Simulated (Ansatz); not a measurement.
**Cost of a DFT run on Zn23S24**

```yaml
crystal:
  lattice:
    - [7.624, 0.0, 0.0]
    - [-3.812, 6.6025776784, 0.0]
    - [0.0, 0.0, 18.68999]
  atoms:
    - { symbol: Zn, position: [0.0, 0.5, 0.0] }
    - { symbol: Zn, position: [0.5, 0.0, 0.0] }
    - { symbol: Zn, position: [0.5, 0.5, 0.0] }
    - { symbol: Zn, position: [0.0, 0.0, 0.5] }
    - { symbol: Zn, position: [0.0, 0.5, 0.5] }
    - { symbol: Zn, position: [0.5, 0.0, 0.5] }
    - { symbol: Zn, position: [0.5, 0.5, 0.5] }
    - { symbol: Zn, position: [0.1666666666, 0.3333333334, 0.16667] }
    - { symbol: Zn, position: [0.1666666666, 0.8333333334, 0.16667] }
    - { symbol: Zn, position: [0.6666666666, 0.3333333334, 0.16667] }
    - { symbol: Zn, position: [0.6666666666, 0.8333333334, 0.16667] }
    - { symbol: Zn, position: [0.3333333334, 0.1666666666, 0.66667] }
    - { symbol: Zn, position: [0.3333333334, 0.6666666666, 0.66667] }
    - { symbol: Zn, position: [0.8333333334, 0.1666666666, 0.66667] }
    - { symbol: Zn, position: [0.8333333334, 0.6666666666, 0.66667] }
    - { symbol: Zn, position: [0.3333333334, 0.1666666666, 0.33333] }
    - { symbol: Zn, position: [0.3333333334, 0.6666666666, 0.33333] }
    - { symbol: Zn, position: [0.8333333334, 0.1666666666, 0.33333] }
    - { symbol: Zn, position: [0.8333333334, 0.6666666666, 0.33333] }
    - { symbol: Zn, position: [0.1666666666, 0.3333333334, 0.83333] }
    - { symbol: Zn, position: [0.1666666666, 0.8333333334, 0.83333] }
    - { symbol: Zn, position: [0.6666666666, 0.3333333334, 0.83333] }
    - { symbol: Zn, position: [0.6666666666, 0.8333333334, 0.83333] }
    - { symbol: S, position: [0.0, 0.0, 0.125] }
    - { symbol: S, position: [0.0, 0.5, 0.125] }
    - { symbol: S, position: [0.5, 0.0, 0.125] }
    - { symbol: S, position: [0.5, 0.5, 0.125] }
    - { symbol: S, position: [0.0, 0.0, 0.625] }
    - { symbol: S, position: [0.0, 0.5, 0.625] }
    - { symbol: S, position: [0.5, 0.0, 0.625] }
    - { symbol: S, position: [0.5, 0.5, 0.625] }
    - { symbol: S, position: [0.1666666666, 0.3333333334, 0.29167] }
    - { symbol: S, position: [0.1666666666, 0.8333333334, 0.29167] }
    - { symbol: S, position: [0.6666666666, 0.3333333334, 0.29167] }
    - { symbol: S, position: [0.6666666666, 0.8333333334, 0.29167] }
    - { symbol: S, position: [0.3333333334, 0.1666666666, 0.79167] }
    - { symbol: S, position: [0.3333333334, 0.6666666666, 0.79167] }
    - { symbol: S, position: [0.8333333334, 0.1666666666, 0.79167] }
    - { symbol: S, position: [0.8333333334, 0.6666666666, 0.79167] }
    - { symbol: S, position: [0.3333333334, 0.1666666666, 0.45833] }
    - { symbol: S, position: [0.3333333334, 0.6666666666, 0.45833] }
    - { symbol: S, position: [0.8333333334, 0.1666666666, 0.45833] }
    - { symbol: S, position: [0.8333333334, 0.6666666666, 0.45833] }
    - { symbol: S, position: [0.1666666666, 0.3333333334, 0.95833] }
    - { symbol: S, position: [0.1666666666, 0.8333333334, 0.95833] }
    - { symbol: S, position: [0.6666666666, 0.3333333334, 0.95833] }
    - { symbol: S, position: [0.6666666666, 0.8333333334, 0.95833] }
total_charge: -2
kpoints:
  mp_grid: { grid: [3, 3, 1] }
scf:
  occupations: { method: fermi_dirac, width: 0.01 }
hamiltonian:
  xc: pbe
  pseudopotentials: { kind: paw }
output:
  forces: true
  stress: true
  populations: true
  efg:
    quadrupole_moments_barn: { Zn: 0.122, S: -0.0694 }
    contact_densities: true
  write_density: true
  write_potential: true
  elf: true
  volumetric_format: npy
relax:
  f_tol: 0.03
  max_steps: 40
```

```sh
ansatz run input.yaml --threads 1 --pin off --max-ram 3072MiB --backend cpu --events-out ev --progress --plain --runs-dir out
```

It runs on 1 thread of Arm Neoverse V1 (aarch64; 8 cores open to the job, memory cap 3.0 GiB, no GPU), a shared host with a load of 0.3 a core.

Task: How much time and memory should be set aside?

Result: About 10 min of wall time (10 min of CPU time) and 2 GiB. The run holds 422 valence electrons in 258 bands, about 18453 plane waves a k-point and 3 irreducible k-points, and took 34 SCF iterations, over 5 ionic steps. Times on a shared host vary by tens of per cent.
